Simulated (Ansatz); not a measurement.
YAl3:
```
YAl3
1.0
    6.23175     0.00000     0.00000
   -3.11588     5.39685     0.00000
    0.00000     0.00000     4.55940
Y Al
2 6
Direct
  0.33333   0.66667   0.75000
  0.66667   0.33333   0.25000
  0.14788   0.29576   0.25000
  0.85212   0.70424   0.75000
  0.85212   0.14788   0.75000
  0.14788   0.85212   0.25000
  0.70424   0.85212   0.25000
  0.29576   0.14788   0.75000
```

This is the PBEsol-relaxed structure. x, y and z are the axes in which the lattice vectors are written.

Question: All from PBEsol in the plane-wave PAW code Ansatz, unless another level is named. Give the Hill bulk and shear moduli.

Answer: 76.3 and 44.0 GPa.

Question: What about the highest zone-centre frequency?

Answer: 330 cm⁻¹.

Question: What about the elastic constants (relaxed ions, GPa)?

Answer: C11 = 105, C12 = 56.6, C13 = 52.0, C33 = 167, C44 = 76.6.

Space group P6_3/mmc. The workflow started from a Materials Project entry (that database holds measured and hypothetical structures alike); the Crystallography Open Database copy checked does not list it. Whether it is the stable phase at ambient conditions was not checked. The PBEsol relaxation kept the symmetry of its start; of distortions, only those at the zone centre were tested. No spin polarisation was allowed. As this level gives no gap, shear constants depend on the k-mesh and smearing (Fermi–Dirac, 0.1 eV here). As this level gives no gap, phonon frequencies hold no LO–TO term and depend on the k-mesh and smearing (Fermi–Dirac, 0.1 eV here). On the denser mesh and wider smearing of the elastic run this cell carries a stress of 0.7 GPa.

Potentials: the later of the program's two PAW sets.
